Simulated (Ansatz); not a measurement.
How much do the gradients of BaNa depend on the method?

Cell: a Materials Project structure (computed, not necessarily an observed phase), atoms as given.

```cif
data_structure
_symmetry_space_group_name_H-M 'P 1'
_symmetry_Int_Tables_number 1
_cell_length_a 12.0738
_cell_length_b 12.0738
_cell_length_c 12.0738
_cell_angle_alpha 59.947
_cell_angle_beta 59.947
_cell_angle_gamma 59.947
_cell_volume 1243.05
loop_
_atom_site_label
_atom_site_type_symbol
_atom_site_fract_x
_atom_site_fract_y
_atom_site_fract_z
_atom_site_occupancy
Na1 Na 0.29680 0.29680 0.60963 1
Na2 Na 0.39037 0.70320 0.70320 1
Na3 Na 0.29678 0.29678 0.29678 1
Na4 Na 0.70320 0.39037 0.70320 1
Na5 Na 0.60963 0.29680 0.29680 1
Na6 Na 0.70320 0.70320 0.39037 1
Na7 Na 0.29680 0.60963 0.29680 1
Na8 Na 0.70322 0.70322 0.70322 1
Na9 Na 0.50000 0.50000 0.50000 1
Na10 Na 0.50000 0.00000 0.50000 1
Na11 Na 0.50000 0.50000 0.00000 1
Na12 Na 0.00000 0.50000 0.50000 1
Ba13 Ba 0.68409 0.06592 0.06592 1
Ba14 Ba 0.93408 0.31591 0.93408 1
Ba15 Ba 0.06596 0.68407 0.68407 1
Ba16 Ba 0.31593 0.93404 0.31593 1
Ba17 Ba 0.06592 0.06592 0.68409 1
Ba18 Ba 0.31591 0.93408 0.93408 1
Ba19 Ba 0.68407 0.68407 0.06596 1
Ba20 Ba 0.93404 0.31593 0.31593 1
Ba21 Ba 0.06592 0.68409 0.06592 1
Ba22 Ba 0.93408 0.93408 0.31591 1
Ba23 Ba 0.68407 0.06596 0.68407 1
Ba24 Ba 0.31593 0.31593 0.93404 1
```

Sites (sets of like atoms) are named by element and the number of their first atom in this list.

First run. Method: Kohn–Sham DFT in Ansatz, PBE, plane waves and PAW, scalar-relativistic, 420 eV cutoff, Γ-centred 4×4×4 k-points, Fermi–Dirac smearing 0.05 eV.

| site | atom | V_zz (10²¹ V/m²) | η |
| --- | --- | --- | --- |
| Na1 | 1 | 0.042 | 0.01 |
| Na3 | 3 | 0.041 | 0.00 |
| Na9 | 9 | -0.055 | 0.00 |
| Na10 | 10 | -0.055 | 0.02 |
| Ba13 | 13 | 1.32 | 0.34 |
| Ba15 | 15 | 1.32 | 0.32 |

Second run. The same atoms and settings, except that the functional is r2SCAN and the cutoff is 500 eV.

Q: What does the second run give?

A: 

| site | atom | V_zz | η | change of V_zz |
| --- | --- | --- | --- | --- |
| Na1 | 1 | 0.049 | 0.05 | +0.01 |
| Na3 | 3 | 0.046 | 0.00 | +0.01 |
| Na9 | 9 | -0.024 | 0.00 | +0.03 |
| Na10 | 10 | -0.022 | 0.12 | +0.03 |
| Ba13 | 13 | 1.64 | 0.03 | +0.32 |
| Ba15 | 15 | 1.65 | 0.05 | +0.33 |

The largest change of V_zz is on Ba15, from 1.32 to 1.65. Where |V_zz| stays above 0.1, η moves most on Ba13, from 0.34 to 0.03.

The run finds no gap above 0.1 eV (a metal, or nearly one), so the gradients can move by 10 % or more with the k-mesh. Without spin–orbit coupling (the program notes it for Ba) the gradients can shift somewhat, as the gap is small.
